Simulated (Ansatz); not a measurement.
# Notes on Si2OsPd2

```
CELL_PARAMETERS angstrom
0.00000 3.82744 0.00000
3.82744 0.00000 0.00000
1.91372 1.91372 -4.66301
ATOMIC_POSITIONS crystal
Os 0.00000 0.00000 0.00000
Pd 0.75000 0.25000 0.50000
Pd 0.25000 0.75000 0.50000
Si 0.38300 0.38300 0.23400
Si 0.61700 0.61700 0.76600
```

Single point in Ansatz 0.2.0 with PBE, no spin polarisation. Cutoff 420 eV, PAW datasets, 10×10×10 Γ-centred k mesh, fermi-dirac filling (width 0.1211 eV).

Problem. Is the cell too large or too small?

Solution. The pressure is 22.4 GPa (compression positive), so with the atoms held at these fractions the cell would first expand; the forces are large, so a full relaxation may end otherwise. The principal stresses 21.0, 21.0, 25.4 GPa differ, so its shape would change too.

Problem. Is there a gap?

Solution. It is a metal, with about 2.1 states/eV a cell as the mean within 0.25 eV of the Fermi level, mostly Os d (69 %) and Si p (13 %).

Problem. Which atom feels the largest force, and which way?

Solution. The largest is on Si4 (and as large on other atoms): 2.22 eV/Å, components (0.00, 0.00, 2.22). It makes 0° with the line to a nearest neighbour, Si5 at 2.18 Å, pointing towards it.

Problem. Is it stable against the elements?

Solution. 0.26 eV an atom against the elements' usual phases (free molecules for gases, crystals otherwise, with no correction for O₂ or N₂), so at this geometry it isn't bound against them. Relaxing would lower it.

Origin: a known structure type with other elements, at an estimated volume, so it need not be a known compound. Caveats: atoms or cell far from equilibrium.
